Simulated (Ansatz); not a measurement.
The following input was run with Ansatz 0.2.0.

```yaml
crystal:
  lattice:
    - [2.7951585984, 0.0, 0.0]
    - [0.0, 4.9116531041, 0.0]
    - [0.0, 0.0, 26.7751857509]
  atoms:
    - { symbol: Ti, position: [0.0, 0.3238601684, 0.3174581151] }
    - { symbol: Al, position: [0.5, 0.8238601684, 0.3174581151] }
    - { symbol: Ti, position: [0.0, 0.6477203369, 0.403298612] }
    - { symbol: Al, position: [0.5, 0.1477203369, 0.403298612] }
    - { symbol: Ti, position: [0.0, 0.971462221, 0.4886643641] }
    - { symbol: Al, position: [0.5, 0.4712922279, 0.4894615787] }
    - { symbol: Ti, position: [0.0, 0.2846919194, 0.5721766404] }
    - { symbol: Al, position: [0.5, 0.7827906304, 0.5771393124] }
    - { symbol: O, position: [0.5, 0.1173914898, 0.6316674121] }
    - { symbol: H, position: [0.5786809138, 0.0493665667, 0.6645336641] }
basis:
  ecutwfc: 420
kpoints:
  mp_grid: { grid: [10, 6, 1] }
hamiltonian:
  xc: pbesol
scf:
  occupations: { method: gaussian, width: 0.1 }
output:
  forces: true
  eigenvalues: true
  write_density: true
  write_potential: true
  elf: true
  volumetric_format: npy
relax:
  adjacent_minimum: "off"
  f_tol: 0.03
  max_steps: 70
  constraints: [{ sites: [0, 1, 2, 3] }]
efield:
  axis: 3
  dipole_correction: true
  ramp_width: 0.04
```

Command:
```bash
ansatz run input.yaml --threads 2 --pin off --max-ram 5120MiB --backend cpu --events-out ev --progress --plain --runs-dir out
```

Computed with Ansatz 0.2.0, DFT PBEsol, scalar-relativistic, plane waves, PAW.

Abridged output:

```
Pseudopotentials: kind: paw
Pseudopotential: Ti, paw, valence charge 12, recommended cutoff 420 eV (normal)
Pseudopotential: Al, paw, valence charge 3, recommended cutoff 420 eV (normal)
Pseudopotential: O, paw, valence charge 6, recommended cutoff 420 eV (normal)
Pseudopotential: H, paw, valence charge 1, recommended cutoff 420 eV (normal)
Functional definition: PBEsol
Crystal: 10 atoms, lattice volume = 367.592 Å³
Basis set: ecut = 420 eV, 7237 PW (Γ), exchange–correlation on 40×72×360 points (8 copies of the dense FFT grid, shifted against one another)
Bands: 44, of which v1, the nominal top of the filled ones, is band 34 counted from 1 (33 counted from 0)
Symmetry: 1 space group operations
Space group: P1 (ITA 1), of the structure as read, at distance tolerance 7.2e-5 Å
k-points: 32 of 60 (time reversal used)
Initial density: superposition of atomic densities (neutral atoms: chi_scale 0, normalization atom), corrected by the library's trained network
Initial wavefunctions: pseudopotential atomic-orbital guess
Functional: x = pbesol(κ = 0.804, μ = 0.12345679), c = pbesol(β = 0.046)
SCF iter   1: F=—  HF=-12571.836982 eV  |F-HF|=—  |Δ(HF+E_count)|=         —  Δρ=9.87e-3  dr2=2.76e0  ethr=1.77e-3  p=0.103 e·Å  D=5.06e-2 V/Å  ΔV_dip=-1.35 eV  dr2_dipole=3.77e-1  V_vac-E_F(+/−)=3.07/4.43 eV  ⟨swp⟩=9.0  Hψ=7161  notcnv=0
efield: sawtooth ramp at fractional position 0.9710 (placed from the atoms, in the widest stretch of the axis that holds none; the zero of the levels goes with the place), width 0.0400; the density the first Hamiltonian is built on has a dipole p = 0.103 e·Å; the dipole correction subtracts the counter field D = 5.06e-2 V/Å, which shifts the + side's vacuum level by -1.35 eV against the − side's; the planar-averaged density in the ramp window peaks in size at 9.5e-6 e/Å³
SCF iter   2: F=—  HF=-12571.859842 eV  |F-HF|=—  |Δ(HF+E_count)|=   2.29e-2  Δρ=1.32e-2  dr2=4.74e0  ethr=1.77e-3  p=0.151 e·Å  D=7.42e-2 V/Å  ΔV_dip=-1.99 eV  dr2_dipole=5.22e-1  V_vac-E_F(+/−)=2.21/4.20 eV  ⟨swp⟩=2.7  Hψ=1995  notcnv=0  defer=81
SCF iter   3: F=—  HF=-12571.757869 eV  |F-HF|=—  |Δ(HF+E_count)|=   1.02e-1  Δρ=1.38e-3  dr2=2.28e-2  ethr=1.77e-3  p=0.138 e·Å  D=6.77e-2 V/Å  ΔV_dip=-1.81 eV  dr2_dipole=6.54e-3  V_vac-E_F(+/−)=2.49/4.31 eV  ⟨swp⟩=2.3  Hψ=1617  notcnv=0  defer=80
SCF iter   4: F=—  HF=-12571.760327 eV  |F-HF|=—  |Δ(HF+E_count)|=   2.46e-3  Δρ=9.48e-4  dr2=1.33e-2  ethr=3.40e-5  p=0.137 e·Å  D=6.72e-2 V/Å  ΔV_dip=-1.80 eV  dr2_dipole=7.20e-4  V_vac-E_F(+/−)=2.48/4.28 eV  ⟨swp⟩=2.0  Hψ=2241  notcnv=0  defer=73
SCF iter   5: F=—  HF=-12571.759772 eV  |F-HF|=—  |Δ(HF+E_count)|=   5.54e-4  Δρ=1.91e-4  dr2=1.32e-4  ethr=1.98e-5  p=0.138 e·Å  D=6.77e-2 V/Å  ΔV_dip=-1.81 eV  dr2_dipole=1.70e-5  V_vac-E_F(+/−)=2.47/4.28 eV  ⟨swp⟩=2.0  Hψ=1455  notcnv=0  defer=73
SCF iter   6: F=—  HF=-12571.759843 eV  |F-HF|=—  |Δ(HF+E_count)|=   7.05e-5  Δρ=1.19e-4  dr2=1.98e-4  ethr=1.97e-7  p=0.138 e·Å  D=6.81e-2 V/Å  ΔV_dip=-1.82 eV  dr2_dipole=2.82e-5  V_vac-E_F(+/−)=2.46/4.28 eV  ⟨swp⟩=2.8  Hψ=2061  notcnv=0  defer=73
SCF iter   7: F=-12571.759857 eV  HF=-12571.759863 eV  |F-HF|=5.73e-6  |Δ(HF+E_count)|=   2.03e-5  Δρ=4.50e-5  dr2=1.08e-5  ethr=3.36e-8  p=0.138 e·Å  D=6.80e-2 V/Å  ΔV_dip=-1.82 eV  dr2_dipole=2.50e-6  V_vac-E_F(+/−)=2.46/4.28 eV  ⟨swp⟩=24.3  Hψ=14136  notcnv=0
SCF 1 converged in 7 iterations: F = -12571.759857 eV  dr2 = 1.08e-5
  Residual-converged pass: ⟨swp⟩=1.0  Hψ=1536  notcnv=0  max |occ|·‖R‖ = 7.1e-9 eV (tolerance 1.0e-8 eV) dr2=1.08e-5  dr2_onsite=2.27e-7  max |Δocc| = 5.2e-11
relax step   1: F+E_penalty+E_count = -12571.75985715 eV  Δ(F+E_penalty+E_count) = +0.000e0 eV  max|allowed force component| = 2.427e0 eV/Å  Δτ_max = 0.0000 Å  (7 SCF iters, dr2 threshold 2.25e-5 eV, accepted)
Initial density: handed on by an earlier stage of this run
Initial wavefunctions: those handed on with the density
SCF iter   1: F=—  HF=-12572.306646 eV  |F-HF|=—  |Δ(HF+E_count)|=         —  Δρ=1.35e-2  dr2=7.56e-1  ethr=1.10e-3  p=0.138 e·Å  D=6.80e-2 V/Å  ΔV_dip=-1.82 eV  dr2_dipole=8.39e-3  V_vac-E_F(+/−)=2.44/4.26 eV  ⟨swp⟩=1.8  Hψ=5527  notcnv=0  defer=74
efield: sawtooth ramp at fractional position 0.9710 (handed on by an earlier solve), width 0.0400; the density the first Hamiltonian is built on has a dipole p = 0.138 e·Å; the dipole correction subtracts the counter field D = 6.80e-2 V/Å, which shifts the + side's vacuum level by -1.82 eV against the − side's; the planar-averaged density in the ramp window peaks in size at 1.2e-6 e/Å³
SCF iter   2: F=—  HF=-12572.223042 eV  |F-HF|=—  |Δ(HF+E_count)|=   8.36e-2  Δρ=6.07e-3  dr2=2.17e-1  ethr=1.10e-3  p=0.211 e·Å  D=1.04e-1 V/Å  ΔV_dip=-2.78 eV  dr2_dipole=7.82e-3  V_vac-E_F(+/−)=1.50/4.28 eV  ⟨swp⟩=4.8  Hψ=3165  notcnv=0  defer=82
SCF iter   3: F=—  HF=-12572.166887 eV  |F-HF|=—  |Δ(HF+E_count)|=   5.62e-2  Δρ=1.96e-3  dr2=2.02e-2  ethr=3.24e-4  p=0.171 e·Å  D=8.40e-2 V/Å  ΔV_dip=-2.25 eV  dr2_dipole=1.98e-3  V_vac-E_F(+/−)=2.04/4.29 eV  ⟨swp⟩=3.1  Hψ=2420  notcnv=0  defer=90
SCF iter   4: F=—  HF=-12572.164348 eV  |F-HF|=—  |Δ(HF+E_count)|=   2.54e-3  Δρ=4.65e-4  dr2=1.45e-3  ethr=3.01e-5  p=0.168 e·Å  D=8.28e-2 V/Å  ΔV_dip=-2.22 eV  dr2_dipole=1.52e-4  V_vac-E_F(+/−)=2.06/4.28 eV  ⟨swp⟩=2.3  Hψ=2025  notcnv=0  defer=87
SCF iter   5: F=—  HF=-12572.164415 eV  |F-HF|=—  |Δ(HF+E_count)|=   6.75e-5  Δρ=1.79e-4  dr2=1.41e-4  ethr=2.17e-6  p=0.167 e·Å  D=8.21e-2 V/Å  ΔV_dip=-2.20 eV  dr2_dipole=4.00e-6  V_vac-E_F(+/−)=2.08/4.28 eV  ⟨swp⟩=2.2  Hψ=1823  notcnv=0  defer=87
SCF iter   6: F=-12572.164435 eV  HF=-12572.164430 eV  |F-HF|=5.13e-6  |Δ(HF+E_count)|=   1.49e-5  Δρ=4.40e-5  dr2=6.01e-6  ethr=1.49e-7  p=0.166 e·Å  D=8.19e-2 V/Å  ΔV_dip=-2.19 eV  dr2_dipole=1.15e-7  V_vac-E_F(+/−)=2.09/4.28 eV  ⟨swp⟩=27.7  Hψ=15559  notcnv=0
SCF 2 converged in 6 iterations: F = -12572.164435 eV  dr2 = 6.01e-6
relax step   2: F+E_penalty+E_count = -12572.16443519 eV  Δ(F+E_penalty+E_count) = -4.046e-1 eV  max|allowed force component| = 7.512e-1 eV/Å  Δτ_max = 0.1947 Å  (6 SCF iters, dr2 threshold 1.00e-4 eV, accepted)
SCF iter   1: F=—  HF=-12572.275853 eV  |F-HF|=—  |Δ(HF+E_count)|=         —  Δρ=8.88e-3  dr2=8.03e-1  ethr=1.26e-3  p=0.166 e·Å  D=8.19e-2 V/Å  ΔV_dip=-2.19 eV  dr2_dipole=1.44e-1  V_vac-E_F(+/−)=2.09/4.28 eV  ⟨swp⟩=1.4  Hψ=4758  notcnv=0  defer=77
efield: sawtooth ramp at fractional position 0.9710 (handed on by an earlier solve), width 0.0400; the density the first Hamiltonian is built on has a dipole p = 0.166 e·Å; the dipole correction subtracts the counter field D = 8.19e-2 V/Å, which shifts the + side's vacuum level by -2.19 eV against the − side's; the planar-averaged density in the ramp window peaks in size at 5.8e-7 e/Å³
SCF iter   2: F=—  HF=-12572.235455 eV  |F-HF|=—  |Δ(HF+E_count)|=   4.04e-2  Δρ=3.45e-3  dr2=1.03e-1  ethr=1.20e-3  p=0.193 e·Å  D=9.51e-2 V/Å  ΔV_dip=-2.55 eV  dr2_dipole=1.08e-3  V_vac-E_F(+/−)=1.72/4.27 eV  ⟨swp⟩=3.2  Hψ=2492  notcnv=0  defer=78
   ...
SCF iter   1: F=—  HF=-12572.171129 eV  |F-HF|=—  |Δ(HF+E_count)|=         —  Δρ=5.50e-3  dr2=7.85e-2  ethr=7.42e-4  p=0.181 e·Å  D=8.89e-2 V/Å  ΔV_dip=-2.38 eV  dr2_dipole=2.37e-3  V_vac-E_F(+/−)=1.91/4.29 eV  ⟨swp⟩=3.5  Hψ=3834  notcnv=0  defer=38
efield: sawtooth ramp at fractional position 0.9710 (handed on by an earlier solve), width 0.0400; the density the first Hamiltonian is built on has a dipole p = 0.181 e·Å; the dipole correction subtracts the counter field D = 8.89e-2 V/Å, which shifts the + side's vacuum level by -2.38 eV against the − side's; the planar-averaged density in the ramp window peaks in size at 5.3e-7 e/Å³
SCF iter   2: F=—  HF=-12572.175729 eV  |F-HF|=—  |Δ(HF+E_count)|=   4.60e-3  Δρ=3.93e-3  dr2=4.45e-2  ethr=1.17e-4  p=0.178 e·Å  D=8.78e-2 V/Å  ΔV_dip=-2.35 eV  dr2_dipole=2.03e-4  V_vac-E_F(+/−)=1.94/4.29 eV  ⟨swp⟩=3.0  Hψ=2554  notcnv=0  defer=57
SCF iter   3: F=—  HF=-12572.164947 eV  |F-HF|=—  |Δ(HF+E_count)|=   1.08e-2  Δρ=8.27e-4  dr2=2.03e-3  ethr=6.64e-5  p=0.179 e·Å  D=8.82e-2 V/Å  ΔV_dip=-2.36 eV  dr2_dipole=1.31e-4  V_vac-E_F(+/−)=1.92/4.28 eV  ⟨swp⟩=2.0  Hψ=1886  notcnv=0  defer=57
SCF iter   4: F=—  HF=-12572.164636 eV  |F-HF|=—  |Δ(HF+E_count)|=   3.12e-4  Δρ=1.12e-4  dr2=1.18e-4  ethr=3.02e-6  p=0.178 e·Å  D=8.75e-2 V/Å  ΔV_dip=-2.34 eV  dr2_dipole=2.61e-5  V_vac-E_F(+/−)=1.94/4.28 eV  ⟨swp⟩=2.1  Hψ=2054  notcnv=0  defer=41
SCF iter   5: F=—  HF=-12572.164645 eV  |F-HF|=—  |Δ(HF+E_count)|=   9.29e-6  Δρ=3.04e-5  dr2=5.80e-6  ethr=1.76e-7  p=0.178 e·Å  D=8.75e-2 V/Å  ΔV_dip=-2.34 eV  dr2_dipole=1.87e-6  V_vac-E_F(+/−)=1.94/4.28 eV  ⟨swp⟩=2.1  Hψ=1839  notcnv=0  defer=41
SCF iter   6: F=-12572.164646 eV  HF=-12572.164646 eV  |F-HF|=9.06e-7  |Δ(HF+E_count)|=   1.62e-6  Δρ=9.58e-6  dr2=9.85e-7  ethr=8.13e-9  p=0.178 e·Å  D=8.74e-2 V/Å  ΔV_dip=-2.34 eV  dr2_dipole=2.69e-7  V_vac-E_F(+/−)=1.94/4.28 eV  ⟨swp⟩=24.8  Hψ=14214  notcnv=0
SCF iter   7: F=-12572.164647 eV  HF=-12572.164647 eV  |F-HF|=3.94e-8  |Δ(HF+E_count)|=   8.17e-8  Δρ=2.34e-6  dr2=2.98e-8  ethr=1.47e-9  p=0.178 e·Å  D=8.74e-2 V/Å  ΔV_dip=-2.34 eV  dr2_dipole=4.43e-9  V_vac-E_F(+/−)=1.94/4.28 eV  ⟨swp⟩=10.6  Hψ=10453  notcnv=0
SCF iter   8: F=-12572.164647 eV  HF=-12572.164647 eV  |F-HF|=6.98e-9  |Δ(HF+E_count)|=   4.86e-8  Δρ=8.04e-7  dr2=4.55e-9  ethr=4.44e-11  p=0.178 e·Å  D=8.74e-2 V/Å  ΔV_dip=-2.34 eV  dr2_dipole=4.16e-10  V_vac-E_F(+/−)=1.94/4.28 eV  ⟨swp⟩=9.2  Hψ=9108  notcnv=0
SCF 5 converged in 8 iterations: F = -12572.164647 eV  dr2 = 4.55e-9
relax step   5: F+E_penalty+E_count = -12572.16464660 eV  Δ(F+E_penalty+E_count) = +8.081e-2 eV  max|allowed force component| = 2.253e0 eV/Å  Δτ_max = 0.1457 Å  (8 SCF iters, dr2 threshold 5.45e-6 eV, rejected (line search))
SCF iter   1: F=—  HF=-12572.254145 eV  |F-HF|=—  |Δ(HF+E_count)|=         —  Δρ=4.55e-3  dr2=4.01e-2  ethr=7.76e-4  p=0.178 e·Å  D=8.74e-2 V/Å  ΔV_dip=-2.34 eV  dr2_dipole=2.44e-6  V_vac-E_F(+/−)=1.94/4.28 eV  ⟨swp⟩=3.5  Hψ=3540  notcnv=0  defer=76
efield: sawtooth ramp at fractional position 0.9710 (handed on by an earlier solve), width 0.0400; the density the first Hamiltonian is built on has a dipole p = 0.178 e·Å; the dipole correction subtracts the counter field D = 8.74e-2 V/Å, which shifts the + side's vacuum level by -2.34 eV against the − side's; the planar-averaged density in the ramp window peaks in size at 4.8e-7 e/Å³
SCF iter   2: F=—  HF=-12572.256492 eV  |F-HF|=—  |Δ(HF+E_count)|=   2.35e-3  Δρ=3.39e-3  dr2=3.00e-2  ethr=5.98e-5  p=0.181 e·Å  D=8.93e-2 V/Å  ΔV_dip=-2.39 eV  dr2_dipole=2.61e-5  V_vac-E_F(+/−)=1.89/4.28 eV  ⟨swp⟩=3.0  Hψ=2319  notcnv=0  defer=79
SCF iter   3: F=—  HF=-12572.248764 eV  |F-HF|=—  |Δ(HF+E_count)|=   7.73e-3  Δρ=5.98e-4  dr2=9.35e-4  ethr=4.48e-5  p=0.179 e·Å  D=8.82e-2 V/Å  ΔV_dip=-2.36 eV  dr2_dipole=1.45e-8  V_vac-E_F(+/−)=1.92/4.28 eV  ⟨swp⟩=2.0  Hψ=1796  notcnv=0  defer=79
SCF iter   4: F=—  HF=-12572.248676 eV  |F-HF|=—  |Δ(HF+E_count)|=   8.84e-5  Δρ=7.77e-5  dr2=3.15e-5  ethr=1.40e-6  p=0.180 e·Å  D=8.87e-2 V/Å  ΔV_dip=-2.37 eV  dr2_dipole=1.02e-6  V_vac-E_F(+/−)=1.91/4.28 eV  ⟨swp⟩=2.0  Hψ=2052  notcnv=0  defer=77
SCF iter   5: F=—  HF=-12572.248611 eV  |F-HF|=—  |Δ(HF+E_count)|=   6.52e-5  Δρ=1.71e-5  dr2=1.59e-6  ethr=4.71e-8  p=0.180 e·Å  D=8.86e-2 V/Å  ΔV_dip=-2.37 eV  dr2_dipole=2.65e-7  V_vac-E_F(+/−)=1.91/4.28 eV  ⟨swp⟩=2.1  Hψ=1919  notcnv=0  defer=77
SCF iter   6: F=—  HF=-12572.248612 eV  |F-HF|=—  |Δ(HF+E_count)|=   1.19e-6  Δρ=6.41e-6  dr2=3.90e-7  ethr=2.38e-9  p=0.180 e·Å  D=8.87e-2 V/Å  ΔV_dip=-2.37 eV  dr2_dipole=7.11e-8  V_vac-E_F(+/−)=1.91/4.28 eV  ⟨swp⟩=2.2  Hψ=2260  notcnv=0  defer=77
SCF iter   7: F=-12572.248612 eV  HF=-12572.248612 eV  |F-HF|=1.85e-8  |Δ(HF+E_count)|=   8.85e-8  Δρ=1.38e-6  dr2=1.14e-8  ethr=1.49e-10  p=0.180 e·Å  D=8.87e-2 V/Å  ΔV_dip=-2.37 eV  dr2_dipole=1.95e-9  V_vac-E_F(+/−)=1.91/4.28 eV  ⟨swp⟩=23.3  Hψ=12070  notcnv=0
SCF 6 converged in 7 iterations: F = -12572.248612 eV  dr2 = 1.14e-8
relax step   6: F+E_penalty+E_count = -12572.24861193 eV  Δ(F+E_penalty+E_count) = -3.158e-3 eV  max|allowed force component| = 6.921e-2 eV/Å  Δτ_max = 0.0287 Å  (7 SCF iters, accepted)
SCF iter   1: F=—  HF=-12572.249383 eV  |F-HF|=—  |Δ(HF+E_count)|=         —  Δρ=8.35e-4  dr2=2.54e-3  ethr=3.20e-5  p=0.180 e·Å  D=8.87e-2 V/Å  ΔV_dip=-2.37 eV  dr2_dipole=2.53e-4  V_vac-E_F(+/−)=1.91/4.28 eV  ⟨swp⟩=2.0  Hψ=2661  notcnv=0  defer=37
efield: sawtooth ramp at fractional position 0.9710 (handed on by an earlier solve), width 0.0400; the density the first Hamiltonian is built on has a dipole p = 0.180 e·Å; the dipole correction subtracts the counter field D = 8.87e-2 V/Å, which shifts the + side's vacuum level by -2.37 eV against the − side's; the planar-averaged density in the ramp window peaks in size at 3.1e-7 e/Å³
SCF iter   2: F=—  HF=-12572.249404 eV  |F-HF|=—  |Δ(HF+E_count)|=   2.07e-5  Δρ=2.12e-4  dr2=3.63e-4  ethr=3.79e-6  p=0.181 e·Å  D=8.91e-2 V/Å  ΔV_dip=-2.39 eV  dr2_dipole=2.60e-5  V_vac-E_F(+/−)=1.90/4.28 eV  ⟨swp⟩=2.0  Hψ=2150  notcnv=0  defer=38
SCF iter   3: F=—  HF=-12572.249380 eV  |F-HF|=—  |Δ(HF+E_count)|=   2.34e-5  Δρ=6.48e-5  dr2=2.81e-5  ethr=5.41e-7  p=0.181 e·Å  D=8.92e-2 V/Å  ΔV_dip=-2.39 eV  dr2_dipole=5.65e-7  V_vac-E_F(+/−)=1.90/4.28 eV  ⟨swp⟩=2.0  Hψ=1878  notcnv=0  defer=38
SCF iter   4: F=—  HF=-12572.249308 eV  |F-HF|=—  |Δ(HF+E_count)|=   7.23e-5  Δρ=1.77e-5  dr2=1.44e-6  ethr=4.20e-8  p=0.181 e·Å  D=8.92e-2 V/Å  ΔV_dip=-2.39 eV  dr2_dipole=4.27e-8  V_vac-E_F(+/−)=1.89/4.28 eV  ⟨swp⟩=2.2  Hψ=2160  notcnv=0  defer=38
SCF iter   5: F=-12572.249308 eV  HF=-12572.249308 eV  |F-HF|=6.68e-8  |Δ(HF+E_count)|=   3.17e-8  Δρ=3.67e-6  dr2=9.30e-8  ethr=1.49e-10  p=0.181 e·Å  D=8.92e-2 V/Å  ΔV_dip=-2.39 eV  dr2_dipole=1.06e-8  V_vac-E_F(+/−)=1.89/4.28 eV  ⟨swp⟩=18.0  Hψ=12768  notcnv=0
SCF 7 converged in 5 iterations: F = -12572.249308 eV  dr2 = 9.30e-8
relax step   7: F+E_penalty+E_count = -12572.24930800 eV  Δ(F+E_penalty+E_count) = -6.961e-4 eV  max|allowed force component| = 2.156e-2 eV/Å  Δτ_max = 0.0268 Å  (5 SCF iters, accepted)
WARN: The input density's exchange-correlation potential varies sharply where the density is thin. Do not read a vacuum level from v_tot or v_xc, or from such a field of the output density. On a cell that repeats whose density bears no net charge and no dipole along the vacuum's axis use v_es (v_loc + v_h of the components); under efield.dipole_correction with no amplitude use v_es + v_field, which holds any external_charges[].barrier, or the levels of the report's work_function block, which leave it out; under a non-zero efield.amplitude the vacuum is tilted and has no level; on a cell that repeats and bears such a dipole with no correction it is tilted too, and efield.dipole_correction wit ...
SCF converged after 5 iterations
Free energy (F): -12572.249308 eV
Harris-Foulkes:  -12572.249308 eV  (|F-HF|=6.68e-8)
Internal energy: -12572.211991 eV  (E = F + TS)
E sigma→0 (E₀):  -12572.230649 eV
Entropy (-TS):   -0.037317 eV (-3.732 meV/atom)
Fermi energy:    2.261545 eV
Dipole field:    D = 0.089112 V/Å  (p = 0.181026 e·Å, saw-weighted, corrected)
Work function:   Φ+ = 1.8963 eV   Φ− = 4.2823 eV
Levels:          The Fermi level and band energies are counted from a zero that moves with the ramp; work functions are not
--- Per-component energies (eV) ---
  E_band       = -1247.414224
  E_kinetic    = 1374.246976
  E_local      = -57176.145710  (includes V_loc(G=0)·N_el)
  E_nonlocal   = 132.843254
  E_hartree    = 27930.489906
  E_xc         = -625.831678
  E_vxc        = -707.219540  (∫ρ·V_xc dr)
  E_paw        = -6064.703896  (= ΣΔE_a)
  E_vpaw       = -736.352059  (= ΣTr[D̂ρ^β])
  E_aug_tail   = 0.001736  (compensation charges beyond the density's cutoff)
  E_efield     = 0.008066  (sawtooth field / dipole correction)
  E_vefield    = 4.202180  (∫n·V_field dr)
  E_ewald      = 21856.209975
  E_core_change = 0.669381  (= ΣΔE_core)
  E_smearing   = -0.037317  (= −TS)
--- Forces (eV/Å), atoms counted from 1 ---
  atom   1  Ti    -0.00009793     0.00211635     0.41228617
  atom   2  Al     0.00000204     0.09802204    -0.23024671
  atom   3  Ti     0.00095084    -0.11625588    -0.00653887
  atom   4  Al     0.00135210     0.01447696    -0.17428594
  atom   5  Ti    -0.00160928    -0.00258743     0.00222002
  atom   6  Al     0.00034831     0.00086998     0.00179948
  atom   7  Ti    -0.00261872     0.01144678    -0.01644585
  atom   8  Al    -0.00466668    -0.02155997     0.00577337
  atom   9  O      0.01025401     0.00576174     0.01752186
  atom  10  H     -0.00382276     0.00774671    -0.01201985
--- Band table (eV; the first three rows and the last of 32) ---
  k-point 0: bands = ["-54.4586", "-54.3793", "-53.9830", "-53.9342", "-31.0238", "-30.9213", "-30.9037", "-30.7768", "-30.5006", "-30.4488", "-30.4356", "-30.4015", "-30.3295", "-30.1486", "-30.0245", "-30.0005", "-19.8792", "-8.2029", "-6.4534", "-5.3895", "-4.9058", "-3.7135", "-2.6920", "-2.4612", "-0.2419", "-0.1101", "0.0586", "0.3980", "0.6204", "1.3744", "1.4197", "1.4619", "1.8571", "1.9868", "2.0378", "2.3878", "3.0382", "3.5293", "3.6689", "4.0094", "4.1139", "4.3348", "4.3361", "4.4311"]
  k-point 1: bands = ["-54.4586", "-54.3792", "-53.9829", "-53.9342", "-31.0243", "-30.9215", "-30.9041", "-30.7775", "-30.5021", "-30.4476", "-30.4356", "-30.4017", "-30.3295", "-30.1485", "-30.0244", "-30.0006", "-19.8777", "-8.1724", "-6.3035", "-5.4057", "-4.8457", "-3.6411", "-2.6922", "-2.4387", "-1.2164", "-0.5660", "0.1302", "0.6916", "0.9011", "1.3292", "1.4068", "1.5210", "1.7807", "1.9505", "2.1678", "2.5111", "3.1292", "3.4027", "3.6665", "4.1026", "4.1546", "4.3264", "4.3696", "4.5187"]
  k-point 2: bands = ["-54.4586", "-54.3792", "-53.9828", "-53.9343", "-31.0252", "-30.9219", "-30.9048", "-30.7787", "-30.5050", "-30.4454", "-30.4356", "-30.4022", "-30.3294", "-30.1483", "-30.0243", "-30.0008", "-19.8746", "-8.1103", "-5.9340", "-5.4420", "-4.6370", "-3.7044", "-2.6926", "-2.4185", "-2.0772", "-0.8271", "-0.5307", "0.6851", "0.7723", "1.2448", "1.5471", "1.6949", "1.7657", "1.9540", "2.4285", "2.8071", "3.1637", "3.5240", "3.8379", "4.0807", "4.2709", "4.3102", "4.3146", "4.4731"]
  k-point 31: bands = ["-54.3904", "-54.3152", "-53.9168", "-53.8690", "-31.0055", "-30.9169", "-30.8614", "-30.8398", "-30.8345", "-30.7149", "-30.5473", "-30.5103", "-30.4393", "-30.3806", "-30.3375", "-30.0954", "-19.5259", "-7.6902", "-4.9745", "-4.3171", "-2.4418", "-1.6877", "-0.9398", "-0.8332", "-0.6451", "-0.3280", "0.1417", "0.7745", "0.8443", "1.2392", "1.7167", "1.7310", "2.1148", "2.4713", "2.4973", "2.5404", "2.6708", "3.0007", "3.2927", "3.5410", "3.6367", "3.7878", "4.0552", "4.5607"]
--- Relaxed structure (7 steps of the walk, 6 accepted, 0 SCFs on fresh bases) ---
  F+E_penalty+E_count = -12572.24930800 eV   max|allowed force component| = 2.156e-2 eV/Å
  atoms:
    - { symbol: Ti, position: [0.0, 0.32386016, 0.31745811] }
    - { symbol: Al, position: [0.49999999, 0.82386016, 0.31745811] }
    - { symbol: Ti, position: [0.0, 0.64772033, 0.40329861] }
    - { symbol: Al, position: [0.49999999, 0.14772033, 0.40329861] }
    - { symbol: Ti, position: [0.00040287, 0.97005501, 0.48948883] }
    - { symbol: Al, position: [0.50022735, 0.46890104, 0.48893687] }
    - { symbol: Ti, position: [0.00027446, 0.29809286, 0.57442972] }
    - { symbol: Al, position: [0.50066145, 0.78046753, 0.57372257] }
    - { symbol: O, position: [0.50000942, 0.09594715, 0.62003183] }
    - { symbol: H, position: [0.50199210, 0.05949693, 0.65575644] }
```

The relaxation met its thresholds.

It took 3.9 min on 2 threads of Intel(R) Xeon(R) Platinum 8259CL CPU @ 2.50GHz (Skylake/Cascade Lake), on a shared host, peak memory 0.87 GiB.

Spin polarisation was left out, and a magnetic state may lie lower.